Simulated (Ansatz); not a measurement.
Values for one crystal, relaxed and computed with plane-wave PAW LDA (Ansatz code); other levels are named.

| Quantity | Value |
|---|---|
| Volume per atom | 35.00 Å³ |
| Band gap | 0.22 eV (direct) |
| Conduction-band minimum | at L (3 equivalent valleys) |
| Gap with spin–orbit coupling | 0.15 eV (the band order may be inverted) |
| Electron effective mass | 0.086, 0.92, 6.6 mₑ (principal values) |
| Valence-band maximum | at L |
| Formation energy from the elements (no fitted shifts) | -1.25 eV/atom |

Task: Which compound is it?
A. LaTeCl, P4/nmm (La on 2c, Te on 2c, Cl on 2a)
B. AgRhO2, R-3m (Ag on 3a, Rh on 3b, O on 6c)
C. La2GeI2, R-3m (La on 6c, Ge on 3a, I on 6c)
D. GeTePb2Se2, P3m1 (Pearson symbol hP6)

Result: C, La2GeI2, R-3m (La on 6c, Ge on 3a, I on 6c)

The workflow started from a Materials Project entry (that database holds measured and hypothetical structures alike); the Crystallography Open Database files this formula in space group No. 166, but the cells were not matched. Its standing as an ambient phase is unchecked. The LDA relaxation kept the symmetry of its start; its stability against distortions is not shown here. A crystal of weakly bound layers computed without a dispersion correction: the cell and the soft elastic constants depend strongly on that. The references are the lowest solids computed at this level, not always the standard phases. Scalar-relativistic: spin–orbit coupling is off unless named, which matters more the heavier the elements.

Potentials: the later of the program's two PAW sets.
